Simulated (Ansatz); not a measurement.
## Strain response of SrGaGe

All numbers below come from Ansatz 0.2.0, DFT r2SCAN, scalar-relativistic, plane waves, PAW. (500 eV cutoff, 12×12×10 k-mesh, Gaussian smearing of 0.10 eV, no spin polarisation)

Reference structure (relaxed):

```xyz
3
Lattice="4.2600 0.0000 0.0000 -2.1300 3.6892 0.0000 0.0000 0.0000 4.7239" Properties=species:S:1:pos:R:3 pbc="T T T"
Sr    0.0000    0.0000    0.0000
Ga    0.0000    2.4595    2.3620
Ge    2.1300    1.2297    2.3620
```

Deformation: c alone is stretched, the rest of the cell is held and the atoms relax, all within the symmetry that the strain leaves. Energies are extrapolated to zero smearing. Stress is positive in compression, on the Cartesian axes of the cell above.

Strains computed: -6.0, -4.0, -2.0, +2.0, +4.0, +6.0 %.

Task: At which strain does the energy stand 9.4 meV/atom over the relaxed crystal with σxx = -0.66, σyy = -0.66, σzz = -2.94 GPa?

Result: +4.0 %.